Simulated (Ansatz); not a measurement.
# Equation of state of Zr3Au

A database entry relaxed whole under r2SCAN (Pm-3n):

```
Zr Au
1.0
     5.50908    0.00000    0.00000
     0.00000    5.50908    0.00000
     0.00000    0.00000    5.50908
Zr Au
6 2
Direct
  0.25000 0.00000 0.50000
  0.50000 0.75000 0.00000
  0.75000 0.00000 0.50000
  0.50000 0.25000 0.00000
  0.00000 0.50000 0.75000
  0.00000 0.50000 0.25000
  0.00000 0.00000 0.00000
  0.50000 0.50000 0.50000
```

The cell was scaled uniformly, its shape held, and the atoms relaxed at each volume with plane-wave PAW DFT (Ansatz 0.2.0; r2SCAN, 500 eV, 6×6×6 Γ-centred mesh, fermi-dirac occupations of width 0.100 eV; no spin, no spin-orbit coupling). One row is withheld.

```json
{"volume (Å³/atom)": "19.646", "energy over the lowest (meV/atom)": "31.3", "pressure (GPa)": "8.69"}
{"volume (Å³/atom)": "20.064", "energy over the lowest (meV/atom)": "?", "pressure (GPa)": "?"}
{"volume (Å³/atom)": "20.482", "energy over the lowest (meV/atom)": "3.0", "pressure (GPa)": "2.60"}
{"volume (Å³/atom)": "20.900", "energy over the lowest (meV/atom)": "0.0", "pressure (GPa)": "0.00"}
{"volume (Å³/atom)": "21.318", "energy over the lowest (meV/atom)": "3.4", "pressure (GPa)": "-2.34"}
{"volume (Å³/atom)": "21.736", "energy over the lowest (meV/atom)": "12.7", "pressure (GPa)": "-4.45"}
{"volume (Å³/atom)": "22.154", "energy over the lowest (meV/atom)": "27.1", "pressure (GPa)": "-6.35"}
```

**Question.** Fit the pressures of the other rows to the third-order Birch-Murnaghan form.

**Answer.** With f = [(V₀/V)^(2/3) − 1]/2 and P = 3B₀f(1 + 2f)^(5/2)[1 + 3(B₀′ − 4)f/2], least squares gives V₀ = 20.90 Å³ an atom, B₀ = 123 GPa and B₀′ = 4.2; the rows miss the fit by less than 0.01 GPa. The slope of the energies differs from these pressures by 0.13 GPa, since they are taken to zero smearing while pressures follow the free energy.

**Question.** What does the withheld row hold?

**Answer.** The fit gives 5.49 GPa at 20.064 Å³; the run gave 5.49 GPa and 13.2 meV an atom.

Caveats: the shape of the cell was held; 0 K, fixed nuclei; the symmetry was kept, and this need not be the phase that is stable at 0 K; one mesh for all volumes; pressure is positive in compression.
